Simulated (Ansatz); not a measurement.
Given:

SiRh:
```cif
data_Rh2Si2
_chemical_formula_sum 'Rh2 Si2'
_space_group_name_H-M_alt 'P 1'
_space_group_IT_number 1
_cell_length_a 3.53450
_cell_length_b 3.53450
_cell_length_c 5.49554
_cell_angle_alpha 90.000
_cell_angle_beta 90.000
_cell_angle_gamma 120.000
loop_
_space_group_symop_operation_xyz
  'x, y, z'
loop_
_atom_site_label
_atom_site_type_symbol
_atom_site_fract_x
_atom_site_fract_y
_atom_site_fract_z
_atom_site_occupancy
Rh1 Rh 0.00000 0.00000 0.00000 1
Rh2 Rh 0.00000 0.00000 0.50000 1
Si1 Si 0.33333 0.66667 0.25000 1
Si2 Si 0.66667 0.33333 0.75000 1
```

This is the PBE-relaxed structure.

Q: All from DFT-PBE in the program Ansatz with PAW potentials, unless another level is named. Give the electronic character.

A: metallic (no gap).

Q: Next, the formation energy from the elements (no fitted shifts)?

A: -0.65 eV/atom.

Q: And the density of states at the Fermi level?

A: 0.35 states/eV per atom (mean over ±0.08 eV).

Space group P6_3/mmc (NiAs type). The cell is a constructed one: a structure type filled with these elements; neither database checked (COD, Materials Project) lists it. COD files the formula under space group No. 14, so this cell is another polymorph or a model. Its standing as an ambient phase is unchecked. The PBE relaxation kept the symmetry of its start; whether a distortion lowers the energy is not shown. No spin polarisation was allowed. The references are the lowest solids computed at this level, not always the standard phases. Scalar-relativistic: spin–orbit coupling is off unless named, which matters more the heavier the elements.

Potentials: the later of the program's two PAW sets.
